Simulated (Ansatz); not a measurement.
## Notes on Re5SiB2

```
CELL_PARAMETERS angstrom
0.00000 5.85161 0.00000
5.85161 0.00000 0.00000
2.92580 2.92580 -5.37890
ATOMIC_POSITIONS crystal
Re 0.80410 0.30410 0.72240
Re 0.30410 0.47350 0.72240
Re 0.47350 0.97350 0.72240
Re 0.97350 0.80410 0.72240
Re 0.69590 0.52650 0.27760
Re 0.19590 0.69590 0.27760
Re 0.02650 0.19590 0.27760
Re 0.52650 0.02650 0.27760
Re 0.00000 0.00000 0.00000
Re 0.50000 0.50000 0.00000
B 0.87500 0.37500 0.00000
B 0.37500 0.12500 0.00000
B 0.12500 0.62500 0.00000
B 0.62500 0.87500 0.00000
Si 0.25000 0.25000 0.50000
Si 0.75000 0.75000 0.50000
```

Level: r2SCAN, no spin polarisation; 500 eV; 7×7×7 Γ-centred mesh; fermi-dirac occupations (width 0.1 eV); Ansatz 0.2.0, fixed geometry.

What happens at the Fermi level?

It is a metal, with about 9.8 states/eV a cell as the mean within 0.25 eV of the Fermi level, mostly Re d (91 %).

What does the stress say?

The pressure is 16.4 GPa (compression positive), so with the atoms held at these fractions the cell would first expand; the forces are large, so a full relaxation may end otherwise. The principal stresses 14.7, 17.2, 17.2 GPa differ, so its shape would change too.

Which atom feels the largest force, and which way?

The largest is on Re3 (and as large on other atoms): 0.97 eV/Å, components (0.63, 0.63, 0.36). It makes 72° with the line to a nearest neighbour, B12 at 2.27 Å.

Is it stable against the elements?

-0.04 eV an atom against the elements' usual phases (free molecules for gases, crystals otherwise, with no correction for O₂ or N₂), too near zero to call. Relaxing would lower it.

Describe some of the short contacts.

B–B at 2.07 Å: least valence density 0.50 e/Å³ and ELF 0.56 there. Re–B at 2.27 Å: least valence density 0.55 e/Å³ and ELF 0.49 there. Re–Re at 2.65 Å: least valence density 0.51 e/Å³ and ELF 0.39 there. Re–Si at 2.49 Å is left out, since its least density falls inside a PAW sphere. Both are smooth PAW fields, read partly inside the augmentation spheres.

How is the charge shared?

Bader charges in e: Si +0.28, Re +0.12 to +0.32, B -0.53. In the mean Si gives up most and B takes most.

Origin: a known structure type with other elements, at an estimated volume, so it need not be a known compound. Caveats: many states at the Fermi level without spin polarisation, so a magnetic state may lie lower; atoms or cell far from equilibrium.
